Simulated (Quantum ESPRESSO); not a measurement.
Ga2AlInP4, finding a planted mistake in a log

Computed values, not a measurement. The program is pw.x of Quantum ESPRESSO 7.5 (plane-wave density functional theory). The cell is made up: 8 atoms on a zincblende/diamond lattice, with randomly drawn elements, strain and displacements, not relaxed. PseudoDojo standard norm-conserving files (v0.5 for PBE, v0.4.1 for LDA and PBEsol) set the functional; there is no spin polarisation, spin-orbit coupling or dispersion term, and the masses in the input are unused placeholders.

Intended input:

```
&control calculation='scf', pseudo_dir='./dojo.nc.sr.pbe.v0_5.standard.upf', outdir='./o', disk_io='low', tprnfor=.true., tstress=.true. /
&system ibrav=0, nat=8, ntyp=4, nbnd=37, ecutwfc=79.96652505, nosym=.true., tot_charge=0,
 occupations='smearing', smearing='fd', degauss=0.0018374661
/
&electrons conv_thr=7.350e-09, electron_maxstep=60, /
ATOMIC_SPECIES
Al 1.0 Al.upf
Ga 1.0 Ga.upf
In 1.0 In.upf
P 1.0 P.upf
CELL_PARAMETERS angstrom
5.3936 -0.0095 0.0566
-0.0095 5.5439 -0.0254
0.0566 -0.0254 5.4238
ATOMIC_POSITIONS angstrom
Ga 0.003 0.003 0.0427
Ga 0.0722 2.7401 2.6626
Al 2.6367 -0.1432 2.6992
In 2.7166 2.7638 0.183
P 1.258 1.2699 1.2865
P 1.4928 3.9654 4.0055
P 4.1802 1.5351 4.1877
P 3.9616 4.0183 1.2866
K_POINTS automatic
4 4 4 1 1 1
```

The log is shortened where brackets say so; the opening notice, blank lines, dates and the lines on written files are dropped, and the path of the files is cut. It prints rydbergs, bohrs and kilobars, and counts compression as positive stress.

Log of the intended run:

```
     Program PWSCF v.7.5
     Parallel version (MPI & OpenMP), running on       4 processor cores
     Number of MPI processes:                 4
     Threads/MPI process:                     1
     [start-up lines left out]
     bravais-lattice index     =            0
     lattice parameter (alat)  =      10.1930  a.u.
     unit-cell volume          =    1094.2997 (a.u.)^3
     number of atoms/cell      =            8
     number of atomic types    =            4
     number of electrons       =        62.00
     number of Kohn-Sham states=           37
     kinetic-energy cutoff     =      79.9665  Ry
     charge density cutoff     =     319.8661  Ry
     scf convergence threshold =      7.3E-09
     mixing beta               =       0.7000
     number of iterations used =            8  plain     mixing
     Exchange-correlation= PBE
                           (   1   4   3   4   0   0   0)
     [axes and pseudopotential details left out]
   Cartesian axes
     site n.     atom                  positions (alat units)
         1        Ga     tau(   1) = (   0.0005562   0.0005562   0.0079163  )
         2        Ga     tau(   2) = (   0.0133855   0.5079993   0.4936312  )
         3        Al     tau(   3) = (   0.4888295  -0.0265485   0.5004166  )
         4        In     tau(   4) = (   0.5036425   0.5123931   0.0339272  )
         5        P      tau(   5) = (   0.2332262   0.2354324   0.2385099  )
         6        P      tau(   6) = (   0.2767568   0.7351631   0.7425974  )
         7        P      tau(   7) = (   0.7749858   0.2845990   0.7763763  )
         8        P      tau(   8) = (   0.7344586   0.7449704   0.2385285  )
     number of k points=    32  Fermi-Dirac smearing, width (Ry)=  0.0018
                       cart. coord. in units 2pi/alat
        k(    1) = (   0.1239257   0.1223966   0.1235910), wk =   0.0625000
        k(    2) = (   0.1213183   0.1235314   0.3722456), wk =   0.0625000
     [further k points left out]
     Dense  grid:   105673 G-vectors     FFT dimensions: (  60,  60,  60)
     Estimated max dynamical RAM per process >     200.54 MB
     Estimated total dynamical RAM >     724.75 MB
     Initial potential from superposition of free atoms
     starting charge      61.9877, renormalised to      62.0000
     Starting wfcs are   47 randomized atomic wfcs
     total cpu time spent up to now is        2.4 secs
     per-process dynamical memory:   143.5 Mb
     Self-consistent Calculation
     iteration #  1     ecut=    79.97 Ry     beta= 0.70
     Davidson diagonalization with overlap
     ethr =  1.00E-02,  avg # of iterations =  4.0
     Threshold (ethr) on eigenvalues was too large:
     Diagonalizing with lowered threshold
     Davidson diagonalization with overlap
     ethr =  6.08E-04,  avg # of iterations =  2.2
     total cpu time spent up to now is        8.4 secs
     total energy              =    -498.73866021 Ry
     estimated scf accuracy    <       0.39283851 Ry
     iteration #  2     ecut=    79.97 Ry     beta= 0.70
     Davidson diagonalization with overlap
     ethr =  6.34E-04,  avg # of iterations =  2.3
     total cpu time spent up to now is       11.2 secs
     total energy              =    -498.83296383 Ry
     estimated scf accuracy    <       0.08647071 Ry
     [iterations 3 to 8 left out]
     iteration #  9     ecut=    79.97 Ry     beta= 0.70
     Davidson diagonalization with overlap
     ethr =  2.75E-10,  avg # of iterations =  3.4
     total cpu time spent up to now is       34.1 secs
     total energy              =    -498.85127798 Ry
     estimated scf accuracy    <          9.2E-09 Ry
     iteration # 10     ecut=    79.97 Ry     beta= 0.70
     Davidson diagonalization with overlap
     ethr =  1.48E-11,  avg # of iterations =  4.2
     total cpu time spent up to now is       37.6 secs
     End of self-consistent calculation
     [lines on levels left out]
!    total energy              =    -498.85127798 Ry
     estimated scf accuracy    <          3.9E-09 Ry
     smearing contrib. (-TS)   =      -0.00000000 Ry
     internal energy E=F+TS    =    -498.85127798 Ry
     The total energy is F=E-TS. E is the sum of the following terms:
     one-electron contribution =    -227.47459965 Ry
     hartree contribution      =     157.91000089 Ry
     xc contribution           =    -142.86000568 Ry
     ewald contribution        =    -286.42667354 Ry
     convergence has been achieved in  10 iterations
     Forces acting on atoms (cartesian axes, Ry/au):
     atom    1 type  2   force =    -0.04260220   -0.05311270   -0.07866798
     atom    2 type  2   force =    -0.01921215    0.00579509   -0.00813626
     atom    3 type  1   force =     0.04357169    0.05535418    0.00902617
     atom    4 type  3   force =    -0.14336112   -0.12724837   -0.11788704
     atom    5 type  4   force =     0.02083772   -0.02178608    0.09450223
     atom    6 type  4   force =    -0.06868216    0.06619358   -0.00458415
     atom    7 type  4   force =     0.01104386   -0.12993164   -0.07670376
     atom    8 type  4   force =     0.19840436    0.20473593    0.18245079
     Total force =     0.472648     Total SCF correction =     0.000209
     Computing stress (Cartesian axis) and pressure
          total   stress  (Ry/bohr**3)                   (kbar)     P=      131.17
   0.00097273   0.00046508   0.00014200          143.09       68.42       20.89
   0.00046508   0.00080052   0.00032589           68.42      117.76       47.94
   0.00014200   0.00032589   0.00090176           20.89       47.94      132.65
     init_run     :      2.20s CPU      2.29s WALL (       1 calls)
     electrons    :     35.05s CPU     35.24s WALL (       1 calls)
     forces       :      0.69s CPU      0.69s WALL (       1 calls)
     stress       :      2.26s CPU      2.26s WALL (       1 calls)
     [timing details left out]
     PWSCF        :     40.34s CPU     40.63s WALL
     JOB DONE.
```

A second run was made from an input with one planted mistake. Its log:

```
     Program PWSCF v.7.5
     Parallel version (MPI & OpenMP), running on       4 processor cores
     Number of MPI processes:                 4
     Threads/MPI process:                     1
     [start-up lines left out]
     bravais-lattice index     =            0
     lattice parameter (alat)  =      10.1930  a.u.
     unit-cell volume          =    1094.2997 (a.u.)^3
     number of atoms/cell      =            8
     number of atomic types    =            4
     number of electrons       =        62.00
     number of Kohn-Sham states=           37
     kinetic-energy cutoff     =      79.9665  Ry
     charge density cutoff     =     319.8661  Ry
     scf convergence threshold =      7.3E-09
     mixing beta               =       0.7000
     number of iterations used =            8  plain     mixing
     Exchange-correlation= PBESOL
                           (   1   4  10   8   0   0   0)
     [axes and pseudopotential details left out]
   Cartesian axes
     site n.     atom                  positions (alat units)
         1        Ga     tau(   1) = (   0.0005562   0.0005562   0.0079163  )
         2        Ga     tau(   2) = (   0.0133855   0.5079993   0.4936312  )
         3        Al     tau(   3) = (   0.4888295  -0.0265485   0.5004166  )
         4        In     tau(   4) = (   0.5036425   0.5123931   0.0339272  )
         5        P      tau(   5) = (   0.2332262   0.2354324   0.2385099  )
         6        P      tau(   6) = (   0.2767568   0.7351631   0.7425974  )
         7        P      tau(   7) = (   0.7749858   0.2845990   0.7763763  )
         8        P      tau(   8) = (   0.7344586   0.7449704   0.2385285  )
     number of k points=    32  Fermi-Dirac smearing, width (Ry)=  0.0018
                       cart. coord. in units 2pi/alat
        k(    1) = (   0.1239257   0.1223966   0.1235910), wk =   0.0625000
        k(    2) = (   0.1213183   0.1235314   0.3722456), wk =   0.0625000
     [further k points left out]
     Dense  grid:   105673 G-vectors     FFT dimensions: (  60,  60,  60)
     Estimated max dynamical RAM per process >     200.54 MB
     Estimated total dynamical RAM >     724.75 MB
     Initial potential from superposition of free atoms
     starting charge      61.9887, renormalised to      62.0000
     Starting wfcs are   47 randomized atomic wfcs
     total cpu time spent up to now is        2.4 secs
     per-process dynamical memory:   143.5 Mb
     Self-consistent Calculation
     iteration #  1     ecut=    79.97 Ry     beta= 0.70
     Davidson diagonalization with overlap
     ethr =  1.00E-02,  avg # of iterations =  3.8
     Threshold (ethr) on eigenvalues was too large:
     Diagonalizing with lowered threshold
     Davidson diagonalization with overlap
     ethr =  5.64E-04,  avg # of iterations =  2.8
     total cpu time spent up to now is        8.6 secs
     total energy              =    -497.93126545 Ry
     estimated scf accuracy    <       0.36696860 Ry
     iteration #  2     ecut=    79.97 Ry     beta= 0.70
     Davidson diagonalization with overlap
     ethr =  5.92E-04,  avg # of iterations =  2.6
     total cpu time spent up to now is       11.6 secs
     total energy              =    -498.01913242 Ry
     estimated scf accuracy    <       0.08143696 Ry
     [iterations 3 to 7 left out]
     iteration #  8     ecut=    79.97 Ry     beta= 0.70
     Davidson diagonalization with overlap
     ethr =  1.85E-09,  avg # of iterations =  3.6
     total cpu time spent up to now is       31.6 secs
     total energy              =    -498.03626665 Ry
     estimated scf accuracy    <       0.00000013 Ry
     iteration #  9     ecut=    79.97 Ry     beta= 0.70
     Davidson diagonalization with overlap
     ethr =  2.13E-10,  avg # of iterations =  3.5
     total cpu time spent up to now is       34.8 secs
     End of self-consistent calculation
     [lines on levels left out]
!    total energy              =    -498.03626669 Ry
     estimated scf accuracy    <          7.0E-09 Ry
     smearing contrib. (-TS)   =      -0.00000000 Ry
     internal energy E=F+TS    =    -498.03626669 Ry
     The total energy is F=E-TS. E is the sum of the following terms:
     one-electron contribution =    -227.95121395 Ry
     hartree contribution      =     157.69112510 Ry
     xc contribution           =    -141.34950430 Ry
     ewald contribution        =    -286.42667354 Ry
     convergence has been achieved in   9 iterations
     Forces acting on atoms (cartesian axes, Ry/au):
     atom    1 type  2   force =    -0.04138027   -0.05104799   -0.07624045
     atom    2 type  2   force =    -0.01868426    0.00501266   -0.00745739
     atom    3 type  1   force =     0.04315964    0.05491829    0.00876503
     atom    4 type  3   force =    -0.13985457   -0.12460001   -0.11614486
     atom    5 type  4   force =     0.01828739   -0.01886395    0.09007414
     atom    6 type  4   force =    -0.06884570    0.06138952   -0.00215488
     atom    7 type  4   force =     0.01212631   -0.12460552   -0.07307815
     atom    8 type  4   force =     0.19519146    0.19779700    0.17623657
     Total force =     0.459025     Total SCF correction =     0.000365
     Computing stress (Cartesian axis) and pressure
          total   stress  (Ry/bohr**3)                   (kbar)     P=      100.49
   0.00076110   0.00044989   0.00013663          111.96       66.18       20.10
   0.00044989   0.00059441   0.00031701           66.18       87.44       46.63
   0.00013663   0.00031701   0.00069382           20.10       46.63      102.06
     init_run     :      2.24s CPU      2.31s WALL (       1 calls)
     electrons    :     32.31s CPU     32.46s WALL (       1 calls)
     forces       :      0.70s CPU      0.70s WALL (       1 calls)
     stress       :      2.29s CPU      2.29s WALL (       1 calls)
     [timing details left out]
     PWSCF        :     37.64s CPU     37.88s WALL
     JOB DONE.
```

Question: what was wrong in the second input?

Answer: the files are those of another functional. The input lines that differ, file-writing options aside:

```
- &control calculation='scf', pseudo_dir='./dojo.nc.sr.pbe.v0_5.standard.upf', outdir='./o', disk_io='low', tprnfor=.true., tstress=.true. /
+ &control calculation='scf', pseudo_dir='./dojo.nc.sr.pbesol.v0_4_1.standard.upf', outdir='./o', disk_io='low', tprnfor=.true., tstress=.true. /
```

```
                                            intended run  run with the mistake
                          free energy (eV)     -6787.217             -6776.129
                    smearing term -TS (eV)        0.0000                0.0000
                            pressure (GPa)         13.12                 10.05
            largest force component (eV/Å)         5.264                 5.086
largest change of a force component (eV/Å)                               0.178
                                iterations            10                     9
```

For scale, a rerun of the intended cell at 1377 eV and a 6 x 6 x 6 mesh moved values by no more than 0.008 eV in energy, 0.02 GPa in stress and 0.002 eV/Å in force. Files of another functional have another zero of energy, so the energy change says nothing on stability.